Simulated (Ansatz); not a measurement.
Relaxed-ion elastic tensor of MnO in space group Pmmn (No. 59; Mn on 2b, O on 2a) in GPa (Voigt order), DFT-PBEsol in the program Ansatz with PAW potentials; density 5.69 g/cm³, 10.35 Å³ per atom.

```
 237   130   106   0.0   0.0   0.0
 130   205   124   0.0   0.0   0.0
 106   124   193   0.0   0.0   0.0
 0.0   0.0   0.0  49.1   0.0   0.0
 0.0   0.0   0.0   0.0  36.4   0.0
 0.0   0.0   0.0   0.0   0.0  60.6
```

Is the crystal mechanically stable?

Yes: the smallest eigenvalue of C is 36.4 GPa.

Work out the Voigt, Reuss and Hill averages.

K_V = 151, K_R = 149, K_H = 150; G_V = 47.6, G_R = 45.3, G_H = 46.4 GPa.

Give Young's modulus, Poisson's ratio, Pugh's ratio and the universal anisotropy index.

E = 9KG/(3K + G) = 126 GPa; ν = 0.36; K/G = 3.23 (ductile by the Pugh limit of 1.75); A_U = 5G_V/G_R + K_V/K_R − 6 = 0.26.

Estimate the sound speeds and the Debye temperature.

v_l = √((K + 4G/3)/ρ) = 6100 m/s, v_t = √(G/ρ) = 2860 m/s, mean 3220 m/s; Θ = (h/k)(3n/4πV)^(1/3) v_m = 439 K.

The first step of the workflow began from a Materials Project structure, measured or hypothetical; the Crystallography Open Database copy checked does not list it. It is not the phase usual at ambient conditions (space group No. 225). The PBEsol relaxation kept the symmetry of its start, as lowered by the spin order; of distortions, only those at the zone centre were tested, and some modes there are weakly imaginary. Magnetic state: antiferromagnetic, chosen from 5 collinear starts compared on coarse meshes (ties went to the first, and starts can fall back to one state), not a proven ground state. No Hubbard U is applied.

Potentials: the later of the program's two PAW sets.
